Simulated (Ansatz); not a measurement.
This run works on a proposed trial structure, not on a known crystal.

Input and command of a plane-wave DFT calculation in Ansatz:

```yaml
crystal:
  lattice:
    - [2.5933188055, -6.2550366377, 0.0]
    - [2.5933188055, 6.2550366377, 0.0]
    - [0.0, 0.0, 12.4133223556]
  atoms:
    - { symbol: Zr, position: [0.2024048649, 0.7975951351, 0.75] }
    - { symbol: Zr, position: [0.7975951351, 0.2024048649, 0.25] }
    - { symbol: Pd, position: [0.8494244908, 0.1505755092, 0.9464311837], spin: 1.0 }
    - { symbol: Pd, position: [0.8494244908, 0.1505755092, 0.5535688163], spin: 1.0 }
    - { symbol: Pd, position: [0.1505755092, 0.8494244908, 0.0535688163], spin: 1.0 }
    - { symbol: Pd, position: [0.1505755092, 0.8494244908, 0.4464311837], spin: 1.0 }
    - { symbol: Se, position: [0.0421807419, 0.9578192581, 0.879552654] }
    - { symbol: Se, position: [0.3198209834, 0.6801790166, 0.9440759404] }
    - { symbol: Se, position: [0.0421807419, 0.9578192581, 0.620447346] }
    - { symbol: Se, position: [0.3198209834, 0.6801790166, 0.5559240596] }
    - { symbol: Se, position: [0.9578192581, 0.0421807419, 0.120447346] }
    - { symbol: Se, position: [0.6801790166, 0.3198209834, 0.0559240596] }
    - { symbol: Se, position: [0.9578192581, 0.0421807419, 0.379552654] }
    - { symbol: Se, position: [0.6801790166, 0.3198209834, 0.4440759404] }
    - { symbol: Se, position: [0.2373624474, 0.7626375526, 0.25] }
    - { symbol: Se, position: [0.7626375526, 0.2373624474, 0.75] }
basis:
  ecutwfc: 420
kpoints:
  mp_grid: { grid: [4, 4, 2] }
hamiltonian:
  xc: pbe
scf:
  occupations: { method: gaussian, width: 0.1 }
  lower_state_search: "off"
output:
  forces: true
  stress: true
  eigenvalues: true
  populations: true
magnetization:
  spin_polarized: true
```

```bash
ansatz run input.yaml --threads 1 --pin off --max-ram 2560MiB --backend cpu --events-out ev --progress --plain --runs-dir out
```

Processor: Intel(R) Xeon(R) 6975P-C (Granite Rapids), 1 thread, on a host shared with other jobs.

Question: How long does it run, and how much memory does it take?

Answer: About 120 s, peak memory 1.8 GiB. It solves 156 bands at 14 k points (after reduction by symmetry) with about 7893 plane waves, in 19 SCF iterations.
